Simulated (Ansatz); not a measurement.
## InSb (F-43m): quasi-harmonic thermal expansion

Method: PBEsol, PAW on Ansatz 0.2.0's default frozen-core files (fitted under PBE), scalar-relativistic.

The cell comes from a PAW relaxation under the same functional.

Launched as:

```sh
ansatz run input.yaml --threads 2 --pin off --max-ram 5120MiB --backend cpu --events-out ev --progress --plain --runs-dir out
```

input.yaml:

```yaml
crystal:
  lattice:
    - [0.0, 3.26050192237, 3.26050192237]
    - [3.26050192237, 0.0, 3.26050192237]
    - [3.26050192237, 3.26050192237, 0.0]
  atoms:
    - { symbol: In, position: [0.0, 0.0, 0.0] }
    - { symbol: Sb, position: [0.75, 0.75, 0.75] }
kpoints:
  mp_grid: { grid: [8, 8, 8] }
scf:
  occupations: { method: fermi_dirac, width: 0.1 }
hamiltonian:
  xc: pbesol
  pseudopotentials: { kind: paw }
phonons:
  qmesh: [4, 4, 4]
  thermal_expansion: {}
  temperatures: { t_min: 0, t_max: 800, t_step: 50 }
```

Output (shortened where marked):

```
Warning: phonons: the dynamical matrix that this run interpolates holds no multipole term above the dipole-dipole one, and a site of this crystal is no centre of inversion, so its interpolated transverse optical and acoustic branches and sound speeds can stay off near Gamma, and the density of states and the thermodynamics with them. What a run solves at a wave vector of phonons.qpoints, Gamma apart, where the deck ...
Warning: RAYON_NUM_THREADS=2 ignored (pool sized by the plan → 2); use --threads N
The last accepted step is kept in <dir> (removed where the run ends without a failure and the disk answers)
Engine: ansatz 0.2.0, x86_64-unknown-linux-gnu
Pseudopotentials: kind: paw
Pseudopotential: In, paw, valence charge 13, recommended cutoff 420 eV (normal), In.paw.azcp
Pseudopotential: Sb, paw, valence charge 15, recommended cutoff 420 eV (normal), Sb.paw.azcp
Functional definition: PBEsol
  exchange = pbesol_x
  correlation = pbesol_c
Crystal: 2 atoms, lattice volume = 69.324 Å³
Basis set: ecut = 487.2 eV, 1687 PW (Γ), exchange–correlation on 72×72×72 points (8 copies of the dense FFT grid, shifted against one another)
Bands: 18, of which v1, the nominal top of the filled ones, is band 14 counted from 1 (13 counted from 0)
Symmetry: 24 space group operations
Space group: F-43m (ITA 216), of the structure as read, at distance tolerance 4.1e-5 Å
k-points: 29 of 512 (time reversal used)
Non-local potential: In, projectors of the file, l = 0: 2, l = 1: 2, l = 2: 2, l = 3: 2
Non-local potential: Sb, projectors of the file, l = 0: 2, l = 1: 2, l = 2: 2, l = 3: 2
PAW form: soft (Blöchl's): semilocal exchange-correlation on the pseudo side does not see the compensation charge
PAW frozen core: In, regenerated for the run's functional, and the local potential with it (the file was generated under x = pbe(κ = 0.804, μ = 0.2195149727645171), c = pbe(β = 0.06672455060314922))
[... 86 lines left out ...]
  atoms:
    - { symbol: In, position: [0.0, 0.0, 0.0] }
    - { symbol: Sb, position: [0.7499999999999999, 0.7499999999999999, 0.7499999999999999] }
--- Thermal expansion: 10 cells in 3 rounds, 0 GPa ---
  no lower state was reached at cell 4
  without vibrations: a 4.60992, b 4.60992, c 4.60992 Å, V 69.2734 Å³, B 42.80 GPa
  at 0 K: a 4.61405, b 4.61405, c 4.61405 Å, V 69.4594 Å³, B 42.34 GPa
  zero-point expansion: a +0.089, b +0.089, c +0.089, V +0.269 %
      T/K        a/Å        b/Å        c/Å       V/Å³ | expansion of a, b, c, V (1e-6/K)   | that of V in the mean from 25 °C | C_P, C_V (J/mol K of the cell) | B_T, B_S (GPa)
     0.00    4.61405    4.61405    4.61405    69.4594 |    0.00    0.00    0.00    0.00 |    9.61 |     0.000     0.000 |    42.34    42.34
   100.00    4.61408    4.61408    4.61408    69.4608 |    2.87    2.87    2.87    8.60 |   14.36 |    38.921    38.908 |    41.87    41.88
   200.00    4.61602    4.61602    4.61602    69.5486 |    5.02    5.02    5.02   15.06 |   16.15 |    46.708    46.630 |    41.06    41.13
   298.15    4.61846    4.61846    4.61846    69.6590 |    5.67    5.67    5.67   17.01 |       - |    48.523    48.377 |    40.26    40.38
   350.00    4.61985    4.61985    4.61985    69.7217 |    5.88    5.88    5.88   17.65 |   17.35 |    48.969    48.787 |    39.83    39.98
   450.00    4.62265    4.62265    4.62265    69.8485 |    6.21    6.21    6.21   18.64 |   17.91 |    49.483    49.226 |    39.01    39.21
   550.00    4.62559    4.62559    4.62559    69.9818 |    6.50    6.50    6.50   19.50 |   18.40 |    49.796    49.459 |    38.19    38.45
   650.00    4.62866    4.62866    4.62866    70.1213 |    6.77    6.77    6.77   20.32 |   18.86 |    50.032    49.608 |    37.39    37.71
   750.00    4.63186    4.63186    4.63186    70.2668 |    7.05    7.05    7.05   21.16 |   19.31 |    50.242    49.722 |    36.59    36.97
   800.00    4.63351    4.63351    4.63351    70.3420 |    7.19    7.19    7.19   21.58 |   19.54 |    50.346    49.774 |    36.19    36.61
  the static fit leaves 0.001 meV an atom of the energies and, of the stresses, 0.000 GPa of each cell's largest along a strain (root mean squares over the cells), whose Pulay part it has at -0.009 GPa
  vibrations' free energy: its fit passes through its cells
  the electrons' free energy at temperature is in it; its fit leaves 0.0001 meV an atom at the most
  free energies summed between the sampled wave vectors
  estimated error of the fitted expansion in any direction: up to 0.047e-6/K, at 800 K, with few degrees of freedom (an estimate, not a bound: it was exceeded on models of known expansion)
  by sums over the sampled wave vectors an expansion of the volume parts by up to 1.46e-6/K
  by a static energy of one degree less an expansion of the volume parts by up to 0.01e-6/K
  no band gap in 1 cell: 8, and one in the others
  phonon_interpolation_lacks_dipole_term in the phonons of 4 cells: 4, 5, 6, 7
  unresolved_pair_at_count in the phonons of 1 cell: 4
```

The calculation finished and met its thresholds.

Head of thermal_expansion.tsv:

```
# thermal expansion in the quasi-harmonic approximation; lengths in Å, angles in degrees, expansions in K^-1, heat capacities and entropies in eV/K of the cell, energies in eV of the cell
# pressure_gpa: 0
# no lower state was reached at cell 4
# phonon_interpolation_lacks_dipole_term in the phonons of 4 cells: 4, 5, 6, 7
# unresolved_pair_at_count in the phonons of 1 cell: 4
# cell 1, search: [[0.0, 3.26050192237, 3.26050192237], [3.26050192237, 0.0, 3.26050192237], [3.26050192237, 3.26050192237, 0.0]] Å
# cell 2, search: [[0.0, 3.28658593774896, 3.28658593774896], [3.28658593774896, 0.0, 3.28658593774896], [3.28658593774896, 3.28658593774896, 0.0]] Å
# cell 3, search: [[0.0, 3.2346249229861113, 3.2346249229861113], [3.2346249229861113, 0.0, 3.2346249229861113], [3.2346249229861113, 3.2346249229861113, 0.0]] Å
# cell 4, equilibrium: [[0.0, 3.2601845145604296, 3.2601845145604296], [3.2601845145604296, 0.0, 3.2601845145604296], [3.2601845145604296, 3.2601845145604296, 0.0]] Å
# cell 5, direction_probe: [[0.0, 3.2764854371332315, 3.2764854371332315], [3.2764854371332315, 0.0, 3.2764854371332315], [3.2764854371332315, 3.2764854371332315, 0.0]] Å
# cell 6, path: [[0.0, 3.26778149480349, 3.26778149480349], [3.26778149480349, 0.0, 3.26778149480349], [3.26778149480349, 3.26778149480349, 0.0]] Å
# cell 7, path: [[0.0, 3.2830286046781874, 3.2830286046781874], [3.2830286046781874, 0.0, 3.2830286046781874], [3.2830286046781874, 3.2830286046781874, 0.0]] Å
# cell 8, static_along: [[0.0, 3.2278255632884627, 3.2278255632884627], [3.2278255632884627, 0.0, 3.2278255632884627], [3.2278255632884627, 3.2278255632884627, 0.0]] Å
# cell 9, static_along: [[0.0, 3.243964691104905, 3.243964691104905], [3.243964691104905, 0.0, 3.243964691104905], [3.243964691104905, 3.243964691104905, 0.0]] Å
# cell 10, static_along: [[0.0, 3.2945106054631927, 3.2945106054631927], [3.2945106054631927, 0.0, 3.2945106054631927], [3.2945106054631927, 3.2945106054631927, 0.0]] Å
# free energies summed between the sampled wave vectors
# fit_thermal_expansion_error: an estimate, not a bound: it was exceeded on models of known expansion
# T[K]	a	b	c	alpha	beta	gamma	volume	a_expansion	b_expansion	c_expansion	volumetric_expansion	alpha_rate[deg/K]	beta_rate[deg/K]	gamma_rate[deg/K]	mean_volumetric_expansion	C_P	C_V	entropy	helmholtz_free_energy	gibbs_fre
```

Thermal expansion:

Quasi-harmonic lattice of a crystal by Kohn-Sham DFT: finite-displacement phonons on strained cells about the given cell, electrons' free energy included in metals.

```
temperature (K)  volume expansion coefficient (×10⁻⁶/K)  volume over given cell less one (%)  heat capacity constant pressure (k_B/atom)  isothermal bulk modulus (GPa)  grueneisen parameter
             50                                  -2.002                               0.1776                                       1.435                           42.2               -0.1481
            100                                   8.596                               0.1974                                       2.341                          41.87                0.3869
            150                                   13.02                               0.2531                                        2.67                          41.47                0.5093
            200                                   15.06                               0.3241                                       2.809                          41.06                0.5556
            250                                   16.24                               0.4029                                       2.879                          40.65                0.5794
            300                                   17.04                               0.4865                                       2.919                          40.24                0.5943
            350                                   17.65                               0.5738                                       2.945                          39.83                0.6051
            400                                   18.17                               0.6639                                       2.963                          39.42                0.6138
            450                                   18.64                               0.7566                                       2.976                          39.01                0.6213
            500                                   19.08                               0.8517                                       2.986                           38.6                0.6281
            550                                    19.5                                0.949                                       2.995                          38.19                0.6345
            600                                   19.91                                1.048                                       3.002                          37.79                0.6407
            650                                   20.32                                 1.15                                       3.009                          37.39                0.6467
            700                                   20.74                                1.254                                       3.015                          36.99                0.6527
            750                                   21.16                                 1.36                                       3.021                          36.59                0.6587
            800                                   21.58                                1.468                                       3.028                          36.19                0.6648
```

Caveats: frozen-core PAW files fitted under PBE, their cores solved anew for the functional of the run; the gap is closed or tiny at this level, so small that the run used smearing; responses move with mesh and smearing; expansion moves with the q mesh.

It took 27 min on 2 threads of AMD EPYC 9R45 96-Core Processor (Zen 5) (shared host), peak memory 1.8 GiB.
